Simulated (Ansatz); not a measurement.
Consider the following.

SnSe₂:
```xyz
3
Lattice="3.8719 0.0000 0.0000 -1.9360 3.3532 0.0000 0.0000 0.0000 7.0089" Properties=species:S:1:pos:R:3 pbc="T T T"
Sn     0.0000     0.0000     0.0000
Se     1.9360     1.1177     5.4143
Se     0.0000     2.2354     1.5945
```

This is the PBE-relaxed structure. Cartesian axes are those of the cell as given.

All from PBE (plane waves, PAW; program Ansatz), unless another level is named. Predict the band gap.

0.69 eV (indirect).

Next, the formation energy from the elements (no fitted shifts)?

-0.34 eV/atom.

Predict the smallest direct gap on the standard path.

1.08 eV.

And the valence-band maximum?

off the standard path, at k = (0.000, 0.138, -0.146).

What about the conduction-band minimum?

at L (3 equivalent valleys).

Space group P-3m1 (CdI2 type). The PBE relaxation kept the symmetry of its start. The volume lies over 15 % above that of the usual cell of this phase: another minimum, or an error of the functional. A crystal of weakly bound layers computed without a dispersion correction: the cell and the soft elastic constants depend strongly on that. The references are the lowest solids computed at this level, not always the standard phases. Spin–orbit coupling is left out wherever it is not named.

Potentials: the later of the program's two PAW sets.
